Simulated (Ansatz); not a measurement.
Te:
```
CELL_PARAMETERS angstrom
      0.00000     3.57149     3.57149
      3.57149     0.00000     3.57149
      3.57149     3.57149     0.00000
ATOMIC_POSITIONS crystal
  Te 0.00000 0.00000 0.00000
  Te 0.25000 0.25000 0.25000
```

This is the r²SCAN-relaxed structure.

**Question.** All from plane-wave PAW r²SCAN (Ansatz code), unless another level is named. Estimate the electronic character.

**Answer.** metallic (no gap).

**Question.** Give the density of states at the Fermi level.

**Answer.** 1.1 states/eV per atom (mean over ±0.08 eV).

**Question.** What about the gap with spin–orbit coupling?

**Answer.** none (metallic).

Space group Fd-3m (diamond). The start of the workflow was typed in or built on a structure type; neither database checked (COD, Materials Project) lists it. It is not the phase usual at ambient conditions (space group No. 152). The r²SCAN relaxation kept the symmetry of its start; its stability against distortions is not shown here. Scalar-relativistic: spin–orbit coupling is off unless named, which matters more the heavier the elements.

Potentials: the earlier of the program's two PAW sets.
